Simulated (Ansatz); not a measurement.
The start is a generated trial cell of InAs in the zincblende structure type. A full variable-cell relaxation at zero pressure is run with PBE (plane waves to 420 eV, PAW, scalar-relativistic; Ansatz, an electronic-structure program). The first steps use a coarse 7×7×7 k-mesh.

Initial structure:
```yaml
crystal:
  lattice:
    - [0.00000, 3.03729, 3.03729]
    - [3.03729, 0.00000, 3.03729]
    - [3.03729, 3.03729, 0.00000]
  atoms:
    - { symbol: As, position: [0.75000, 0.75000, 0.75000] }
    - { symbol: In, position: [0.00000, 0.00000, 0.00000] }
```

How large is the pressure on the unrelaxed cell, and of which sign?

+3 GPa (positive: the cell is compressed).

By how much does the energy per atom fall from start to end?

0.01 eV/atom.

How does the volume per atom move from start to end?

+5.7 %, from 28.02 to 29.61 Å³/atom.

Is the relaxed structure metallic? Give its gap.

Zero, with touching bands (no spin-orbit coupling).

Give the final cell and atomic positions.


```cif
data_As4In4
_chemical_formula_sum 'As4 In4'
_space_group_name_H-M_alt 'F-43m'
_space_group_IT_number 216
_space_group_name_Hall 'F -4 2 3'
_cell_length_a 6.18762
_cell_length_b 6.18762
_cell_length_c 6.18762
_cell_angle_alpha 90.000
_cell_angle_beta 90.000
_cell_angle_gamma 90.000
loop_
_atom_site_label
_atom_site_type_symbol
_atom_site_symmetry_multiplicity
_atom_site_Wyckoff_symbol
_atom_site_fract_x
_atom_site_fract_y
_atom_site_fract_z
_atom_site_occupancy
As1 As 4 c 0.25000 0.25000 0.25000 1
In1 In 4 a 0.00000 0.00000 0.00000 1
```
(The calculation used a cell of 2 atoms; values per cell refer to that cell.)

The space group stays F-43m (No. 216) (the run could not lower it); the end is zinc blende type, with 2 atoms in the primitive cell. Final values are on a 9×9×9 k-mesh of the relaxed cell. No spin polarisation in the result.

The run could not lose the symmetry of its start.

All atoms sit on sites fixed by symmetry, so only the cell could relax.
